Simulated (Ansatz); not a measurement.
Ti3O in space group P-31c (No. 163; Ti on 12i, O on 2d, O on 2a) at seven volumes, r²SCAN in the plane-wave PAW code Ansatz, shape and atoms relaxed at each. One row is withheld.

```
V (Å³/atom)  P (GPa)
-----------  -------
12.285         18.90
12.690         11.64
13.095             ?
13.500          0.01
13.905         -4.63
14.310         -8.57
14.715        -11.96
```

Fit the shown pressures and predict the withheld one.

Third-order Birch–Murnaghan: P = (3/2)B₀(x^(7/2) − x^(5/2))[1 + (3/4)(B′ − 4)(x − 1)] with x = (V₀/V)^(2/3). Least squares on the six rows gives V₀ = 13.500 Å³/atom, B₀ = 165.5 GPa, B′ = 4.06. At V = 13.095, x = 1.0205 and P = 5.36 GPa. The run itself gave 5.39 GPa.

The workflow started from a Materials Project entry (that database holds measured and hypothetical structures alike); the Crystallography Open Database files this formula in space group No. 163, but the cells were not matched. Whether it is the stable phase at ambient conditions was not checked. The cell was relaxed with r²SCAN under the symmetry of its start; its stability against distortions is not shown here. No spin polarisation was allowed.

Potentials: the later of the program's two PAW sets.
